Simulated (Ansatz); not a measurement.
## Sc: strain and displacement

```
CELL_PARAMETERS angstrom
0.00000 2.27050 2.27050
2.27050 0.00000 2.27050
2.27050 2.27050 0.00000
ATOMIC_POSITIONS crystal
Sc 0.00000 0.00000 0.00000
```

The cell is COD entry 9008483, as deposited and not checked against the literature; nothing was relaxed.

Spin polarisation is left out, and whether a magnetic state lies lower isn't shown here.

These are results of DFT, PBEsol, all-electron LAPW, scalar-relativistic (Ansatz 0.2.0), not measurements.

Numerical set-up: a Γ-centred 12×12×12 k mesh, Fermi–Dirac smearing of 0.03 eV, basis error target 0.25 meV/atom, no spin polarisation.

The unchanged cell is at 0.47 GPa.

In a metal, stresses and small energies carry noise from the k mesh.

x, y and z are the Cartesian axes of the cell as listed; fractional coordinates follow a strain, and an engineering shear is twice the off-diagonal strain component.

(1) With this change (equal xy, yz and zx engineering shear strains of -2 %), what becomes of the energy and stress?

(2) With this change (equal xy, yz and zx engineering shear strains of -1 %), what becomes of the energy and stress?

With equal xy, yz and zx engineering shear strains of +1 %: energy change under 1 meV/atom; stress change (xx, yy, zz, yz, xz, xy) 0.00, 0.00, 0.00, -0.39, -0.39, -0.39 GPa, compression positive.

(3) With this change (equal xy, yz and zx engineering shear strains of +2 %), what becomes of the energy and stress?

## Answers

(1) Energy change +3 meV/atom; stress change (xx, yy, zz, yz, xz, xy) 0.03, 0.03, 0.03, 0.72, 0.72, 0.72 GPa, compression positive.

(2) Energy change under 1 meV/atom; stress change (xx, yy, zz, yz, xz, xy) 0.00, 0.00, 0.00, 0.36, 0.36, 0.36 GPa, compression positive.

(3) Energy change +3 meV/atom; stress change (xx, yy, zz, yz, xz, xy) 0.01, 0.01, 0.01, -0.74, -0.74, -0.74 GPa, compression positive.
